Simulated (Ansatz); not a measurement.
Ba, DFT, PBEsol, all-electron LAPW, scalar-relativistic (Ansatz 0.2.0), run on 1 thread of Intel(R) Xeon(R) Platinum 8488C (Sapphire Rapids) on a shared host.

The cell is a measured one (Crystallography Open Database entry 9008528); the temperature and pressure of the measurement aren't taken into account, and nothing was relaxed. The listed cell was then made from it by scaling, straining or moving an atom.

Command: `ansatz run input.yaml --threads 1 --pin off --max-ram 3072MiB --backend cpu --events-out ev --progress --plain --runs-dir out`

```yaml
crystal:
  lattice:
    - [-2.5, 2.5, 2.525]
    - [2.5, -2.5, 2.525]
    - [2.5, 2.5, -2.525]
  atoms:
    - { symbol: Ba, position: [0.0, 0.0, 0.0] }
kpoints:
  mp_grid: { grid: [10, 10, 10] }
  band_path:
    path:
      - [0.0, 0.0, 0.0]
      - [0.0, 0.0, 0.5]
      - [0.25, 0.25, 0.25]
      - [0.0, 0.5, 0.0]
      - [0.0, 0.0, 0.0]
      - [0.5, 0.5, -0.5]
      - [0.4950740124, 0.5049259876, -0.4950740124]
      - [-0.4950740124, 0.4950740124, 0.4950740124]
      - [0.0, 0.0, 0.0]
    npoints: 5
scf:
  occupations: { method: fermi_dirac, width: 0.05 }
hamiltonian:
  xc: pbesol
  pseudopotentials: { kind: all_electron, lapw: { basis_error: 0.0005 } }
output:
  forces: true
  stress: true
  eigenvalues: true
```

Task: How large is the problem that the program sets up?

Result: 102 irreducible k-points, 87 plane waves at Γ, 14 bands.

Task: About how long does it take, and how much memory does it use?

Result: 5.5 s of wall time for 7 SCF iterations, with a peak of 0.29 GiB. Times on shared machines scatter by tens of per cent.
